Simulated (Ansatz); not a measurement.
IrPdN₂:
```xyz
4
Lattice="1.5300 0.8833 6.0643 -1.5300 0.8833 6.0643 0.0000 -1.7666 6.0643" Properties=species:S:1:pos:R:3 pbc="T T T"
Ir     0.0000     0.0000     9.0964
Pd     0.0000     0.0000     0.0000
N      0.0000     0.0000    16.1987
N      0.0000     0.0000     1.9941
```

Relaxed with PBE. Special points in fractions of this cell's reciprocal vectors: Γ (0.000, 0.000, 0.000); T (0.500, 0.500, 0.500); H2 (0.819, 0.181, 0.500); H0 (0.500, -0.181, 0.181); L (0.500, 0.000, 0.000); S0 (0.340, -0.340, 0.000); S2 (0.660, 0.000, 0.340); F (0.500, 0.000, 0.500).

List the band energies nearest the Fermi level at these points for the program Ansatz at the PBE level (PAW).

In eV from the Fermi level; about four levels below and three above (degenerate sets whole), none deeper than 8.9 eV; points with the same levels are listed once.

```tsv
k	below	above
Γ	-1.69 -1.69 -1.27 -1.27 -0.85	4.65 5.19 5.19
T	-2.29 -2.29 -2.27 -2.27	0.04 0.04 0.27
H2	-2.14 -1.56 -1.31 -0.72	0.22 1.59 4.05
L	-0.97 -0.76 -0.74 -0.37	1.14 3.41 4.59
S0	-2.16 -1.58 -1.21 -0.80	0.30 1.57 4.08
F	-1.65 -0.97 -0.76 -0.47	1.24 3.62 4.55
```

Space group R-3m. The start of the workflow was typed in or built on a structure type; neither database checked (COD, Materials Project) lists it. Its standing as an ambient phase is unchecked. The PBE relaxation kept the symmetry of its start; whether a distortion lowers the energy is not shown. The workflow began spin-polarised and lost its moments. The volume moved by 15 % from the start of the relaxation. Its formation energy is positive at this level, so the cell may be metastable or incomplete. Spin–orbit coupling is left out wherever it is not named.

Potentials: the earlier of the program's two PAW sets.
